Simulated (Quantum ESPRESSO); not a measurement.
# AlSi2FO5: one run as intended and one with a planted mistake

A calculation, not a measurement. The program is pw.x of Quantum ESPRESSO 7.5 (plane-wave density functional theory). The cell is made up: 9 atoms on a quartz lattice, with randomly drawn elements, strain and displacements, not relaxed. PseudoDojo standard norm-conserving files (v0.5 for PBE, v0.4.1 for LDA and PBEsol) set the functional; there is no spin polarisation, spin-orbit coupling or dispersion term, and the masses in the input are unused placeholders.

Intended input:

```
&control calculation='scf', pseudo_dir='./dojo.nc.sr.pbe.v0_5.standard.upf', outdir='./o', disk_io='low', tprnfor=.true., tstress=.true. /
&system ibrav=0, nat=9, ntyp=4, nbnd=30, ecutwfc=84.00895049, nosym=.true., tot_charge=0,
 occupations='smearing', smearing='fd', degauss=0.0018374661
/
&electrons conv_thr=7.350e-09, electron_maxstep=60, /
ATOMIC_SPECIES
Al 1.0 Al.upf
F 1.0 F.upf
O 1.0 O.upf
Si 1.0 Si.upf
CELL_PARAMETERS angstrom
4.9859 0.0352 -0.0297
-2.4625 4.2916 -0.0424
-0.0326 -0.0726 5.4903
ATOMIC_POSITIONS angstrom
Al 2.1976 -0.0869 3.6967
Si -1.0442 2.1304 1.7425
Si 1.3627 2.2137 0.0678
F 1.3599 1.1314 4.3
O 3.3369 0.5056 2.6139
O 2.8371 2.4719 0.4604
O 0.2777 1.9293 1.1306
O -1.0384 3.0329 3.0557
O 0.8575 3.7138 4.6542
K_POINTS automatic
5 5 4 1 1 1
```

The log is shortened where brackets say so; the opening notice, blank lines, dates and the lines on written files are dropped, and the path of the files is cut. It prints rydbergs, bohrs and kilobars, and counts compression as positive stress. Where no state is partly filled, the Fermi energy that it prints is only some level between the filled and the empty states on the mesh, and need not lie in the true gap.

Log of the intended run:

```
     Program PWSCF v.7.5
     Parallel version (MPI & OpenMP), running on       4 processor cores
     Number of MPI processes:                 4
     Threads/MPI process:                     1
     [start-up lines left out]
     bravais-lattice index     =            0
     lattice parameter (alat)  =       9.4224  a.u.
     unit-cell volume          =     795.8295 (a.u.)^3
     number of atoms/cell      =            9
     number of atomic types    =            4
     number of electrons       =        48.00
     number of Kohn-Sham states=           30
     kinetic-energy cutoff     =      84.0090  Ry
     charge density cutoff     =     336.0358  Ry
     scf convergence threshold =      7.3E-09
     mixing beta               =       0.7000
     number of iterations used =            8  plain     mixing
     Exchange-correlation= PBE
                           (   1   4   3   4   0   0   0)
     [axes and pseudopotential details left out]
   Cartesian axes
     site n.     atom                  positions (alat units)
         1        Al     tau(   1) = (   0.4407441  -0.0174284   0.7413992  )
         2        Si     tau(   2) = (  -0.2094217   0.4272667   0.3494706  )
         3        Si     tau(   3) = (   0.2732991   0.4439731   0.0135978  )
         4        F      tau(   4) = (   0.2727375   0.2269102   0.8623953  )
         5        O      tau(   5) = (   0.6692388   0.1014016   0.5242360  )
         6        O      tau(   6) = (   0.5690004   0.4957569   0.0923365  )
         7        O      tau(   7) = (   0.0556947   0.3869347   0.2267498  )
         8        O      tau(   8) = (  -0.2082584   0.6082694   0.6128421  )
         9        O      tau(   9) = (   0.1719777   0.7448287   0.9334326  )
     number of k points=    50  Fermi-Dirac smearing, width (Ry)=  0.0018
                       cart. coord. in units 2pi/alat
        k(    1) = (   0.0994664   0.1744066   0.1164178), wk =   0.0400000
        k(    2) = (   0.1007979   0.1774142   0.3435074), wk =   0.0400000
     [further k points left out]
     Dense  grid:    82831 G-vectors     FFT dimensions: (  60,  60,  64)
     Estimated max dynamical RAM per process >     170.06 MB
     Estimated total dynamical RAM >     619.59 MB
     Initial potential from superposition of free atoms
     starting charge      47.9963, renormalised to      48.0000
     Starting wfcs are   36 randomized atomic wfcs
     total cpu time spent up to now is        2.7 secs
     per-process dynamical memory:   130.5 Mb
     Self-consistent Calculation
     iteration #  1     ecut=    84.01 Ry     beta= 0.70
     Davidson diagonalization with overlap
     ethr =  1.00E-02,  avg # of iterations =  3.0
     total cpu time spent up to now is        7.3 secs
     total energy              =    -235.48010520 Ry
     estimated scf accuracy    <       2.87039643 Ry
     iteration #  2     ecut=    84.01 Ry     beta= 0.70
     Davidson diagonalization with overlap
     ethr =  5.98E-03,  avg # of iterations =  2.1
     total cpu time spent up to now is       11.6 secs
     total energy              =    -235.99646597 Ry
     estimated scf accuracy    <       3.18587573 Ry
     [iterations 3 to 10 left out]
     iteration # 11     ecut=    84.01 Ry     beta= 0.70
     Davidson diagonalization with overlap
     ethr =  5.47E-10,  avg # of iterations =  2.0
     total cpu time spent up to now is       48.4 secs
     total energy              =    -236.70309195 Ry
     estimated scf accuracy    <       0.00000004 Ry
     iteration # 12     ecut=    84.01 Ry     beta= 0.70
     Davidson diagonalization with overlap
     ethr =  8.82E-11,  avg # of iterations =  2.0
     total cpu time spent up to now is       52.2 secs
     End of self-consistent calculation
     [lines on levels left out]
     the Fermi energy is     5.6318 ev
!    total energy              =    -236.70309196 Ry
     estimated scf accuracy    <          3.0E-09 Ry
     smearing contrib. (-TS)   =       0.00000000 Ry
     internal energy E=F+TS    =    -236.70309196 Ry
     The total energy is F=E-TS. E is the sum of the following terms:
     one-electron contribution =    -120.36271798 Ry
     hartree contribution      =      85.78787182 Ry
     xc contribution           =     -62.40830258 Ry
     ewald contribution        =    -139.71994322 Ry
     convergence has been achieved in  12 iterations
     Forces acting on atoms (cartesian axes, Ry/au):
     atom    1 type  1   force =     0.18273417    0.09569846   -0.08380427
     atom    2 type  4   force =    -0.36669192   -0.14608030    0.22788098
     atom    3 type  4   force =    -0.04667209    0.30291056   -0.13338219
     atom    4 type  2   force =    -0.12785564    0.09384055    0.05111203
     atom    5 type  3   force =     0.07624744    0.19153065   -0.18742826
     atom    6 type  3   force =     0.10290539   -0.00595962    0.07122795
     atom    7 type  3   force =     0.20759984   -0.08855304   -0.07074205
     atom    8 type  3   force =    -0.19286070   -0.20771855   -0.15786323
     atom    9 type  3   force =     0.16459353   -0.23566871    0.28299904
     Total force =     0.902245     Total SCF correction =     0.000085
     Computing stress (Cartesian axis) and pressure
          total   stress  (Ry/bohr**3)                   (kbar)     P=      181.30
   0.00206431  -0.00003309  -0.00014408          303.67       -4.87      -21.19
  -0.00003309   0.00057516   0.00108834           -4.87       84.61      160.10
  -0.00014408   0.00108834   0.00105789          -21.19      160.10      155.62
     init_run     :      2.52s CPU      2.62s WALL (       1 calls)
     electrons    :     49.12s CPU     49.54s WALL (       1 calls)
     forces       :      0.82s CPU      0.82s WALL (       1 calls)
     stress       :      2.66s CPU      2.66s WALL (       1 calls)
     [timing details left out]
     PWSCF        :     55.20s CPU     55.77s WALL
     JOB DONE.
```

A second run has one planted mistake: the cell has the wrong charge. The input lines that differ, file-writing options aside:

```
- &system ibrav=0, nat=9, ntyp=4, nbnd=30, ecutwfc=84.00895049, nosym=.true., tot_charge=0,
+ &system ibrav=0, nat=9, ntyp=4, nbnd=31, ecutwfc=84.00895049, nosym=.true., tot_charge=-1,
```

Its log:

```
     Program PWSCF v.7.5
     Parallel version (MPI & OpenMP), running on       4 processor cores
     Number of MPI processes:                 4
     Threads/MPI process:                     1
     [start-up lines left out]
     bravais-lattice index     =            0
     lattice parameter (alat)  =       9.4224  a.u.
     unit-cell volume          =     795.8295 (a.u.)^3
     number of atoms/cell      =            9
     number of atomic types    =            4
     number of electrons       =        49.00
     number of Kohn-Sham states=           31
     kinetic-energy cutoff     =      84.0090  Ry
     charge density cutoff     =     336.0358  Ry
     scf convergence threshold =      7.3E-09
     mixing beta               =       0.7000
     number of iterations used =            8  plain     mixing
     Exchange-correlation= PBE
                           (   1   4   3   4   0   0   0)
     [axes and pseudopotential details left out]
   Cartesian axes
     site n.     atom                  positions (alat units)
         1        Al     tau(   1) = (   0.4407441  -0.0174284   0.7413992  )
         2        Si     tau(   2) = (  -0.2094217   0.4272667   0.3494706  )
         3        Si     tau(   3) = (   0.2732991   0.4439731   0.0135978  )
         4        F      tau(   4) = (   0.2727375   0.2269102   0.8623953  )
         5        O      tau(   5) = (   0.6692388   0.1014016   0.5242360  )
         6        O      tau(   6) = (   0.5690004   0.4957569   0.0923365  )
         7        O      tau(   7) = (   0.0556947   0.3869347   0.2267498  )
         8        O      tau(   8) = (  -0.2082584   0.6082694   0.6128421  )
         9        O      tau(   9) = (   0.1719777   0.7448287   0.9334326  )
     number of k points=    50  Fermi-Dirac smearing, width (Ry)=  0.0018
                       cart. coord. in units 2pi/alat
        k(    1) = (   0.0994664   0.1744066   0.1164178), wk =   0.0400000
        k(    2) = (   0.1007979   0.1774142   0.3435074), wk =   0.0400000
     [further k points left out]
     Dense  grid:    82831 G-vectors     FFT dimensions: (  60,  60,  64)
     Estimated max dynamical RAM per process >     172.92 MB
     Estimated total dynamical RAM >     631.01 MB
     Initial potential from superposition of free atoms
     starting charge      47.9963, renormalised to      49.0000
     Starting wfcs are   36 randomized atomic wfcs
     total cpu time spent up to now is        2.8 secs
     per-process dynamical memory:   132.8 Mb
     Self-consistent Calculation
     iteration #  1     ecut=    84.01 Ry     beta= 0.70
     Davidson diagonalization with overlap
     ethr =  1.00E-02,  avg # of iterations =  3.3
     total cpu time spent up to now is        7.7 secs
     total energy              =    -235.28065858 Ry
     estimated scf accuracy    <       1.89055287 Ry
     iteration #  2     ecut=    84.01 Ry     beta= 0.70
     Davidson diagonalization with overlap
     ethr =  3.86E-03,  avg # of iterations =  2.5
     total cpu time spent up to now is       12.2 secs
     total energy              =    -235.62997680 Ry
     estimated scf accuracy    <       2.31873366 Ry
     [iterations 3 to 10 left out]
     iteration # 11     ecut=    84.01 Ry     beta= 0.70
     Davidson diagonalization with overlap
     ethr =  2.48E-10,  avg # of iterations =  2.0
     total cpu time spent up to now is       51.7 secs
     total energy              =    -236.12313057 Ry
     estimated scf accuracy    <       0.00000001 Ry
     iteration # 12     ecut=    84.01 Ry     beta= 0.70
     Davidson diagonalization with overlap
     ethr =  2.60E-11,  avg # of iterations =  2.6
     total cpu time spent up to now is       56.1 secs
     End of self-consistent calculation
     [lines on levels left out]
     the Fermi energy is     8.5319 ev
!    total energy              =    -236.12313057 Ry
     estimated scf accuracy    <          3.5E-09 Ry
     smearing contrib. (-TS)   =      -0.00018802 Ry
     internal energy E=F+TS    =    -236.12294255 Ry
     The total energy is F=E-TS. E is the sum of the following terms:
     one-electron contribution =    -119.24294961 Ry
     hartree contribution      =      85.97277635 Ry
     xc contribution           =     -63.13282608 Ry
     ewald contribution        =    -139.71994322 Ry
     convergence has been achieved in  12 iterations
     Forces acting on atoms (cartesian axes, Ry/au):
     atom    1 type  1   force =     0.16466083    0.10189145   -0.06535221
     atom    2 type  4   force =    -0.35587557   -0.10109392    0.18637432
     atom    3 type  4   force =    -0.04010747    0.21523475   -0.08383557
     atom    4 type  2   force =    -0.12599945    0.07906744   -0.04095769
     atom    5 type  3   force =     0.08440719    0.18292626   -0.17081147
     atom    6 type  3   force =     0.12510914    0.02146748    0.06473757
     atom    7 type  3   force =     0.16465858   -0.06599903   -0.03220586
     atom    8 type  3   force =    -0.19052549   -0.21146014   -0.12077101
     atom    9 type  3   force =     0.17367223   -0.22203429    0.26282192
     Total force =     0.811694     Total SCF correction =     0.000158
     Computing stress (Cartesian axis) and pressure
          total   stress  (Ry/bohr**3)                   (kbar)     P=      380.46
   0.00351772  -0.00001309  -0.00019700          517.47       -1.93      -28.98
  -0.00001309   0.00169645   0.00127059           -1.93      249.56      186.91
  -0.00019700   0.00127059   0.00254467          -28.98      186.91      374.33
     init_run     :      2.58s CPU      2.71s WALL (       1 calls)
     electrons    :     52.95s CPU     53.39s WALL (       1 calls)
     forces       :      0.85s CPU      0.86s WALL (       1 calls)
     stress       :      2.73s CPU      2.73s WALL (       1 calls)
     [timing details left out]
     PWSCF        :     59.18s CPU     59.81s WALL
     JOB DONE.
```

```
                                            intended run  run with the mistake
                          free energy (eV)     -3220.510             -3212.619
                    smearing term -TS (eV)        0.0000               -0.0026
                            pressure (GPa)         18.13                 38.05
            largest force component (eV/Å)         9.428                 9.150
largest change of a force component (eV/Å)                               2.367
                                iterations            12                    12
```

For scale, a rerun of the intended cell at a cutoff of 1437 eV and k mesh 7 x 7 x 6 moved values by no more than 0.003 eV in energy, 0.02 GPa in stress and 0.002 eV/Å in force. The charged cell sits in a uniform background, so its energy and stress rest on the program's zero of potential. The number of bands, nbnd, was set by rule from the electron count and the smearing, so it follows the mistake.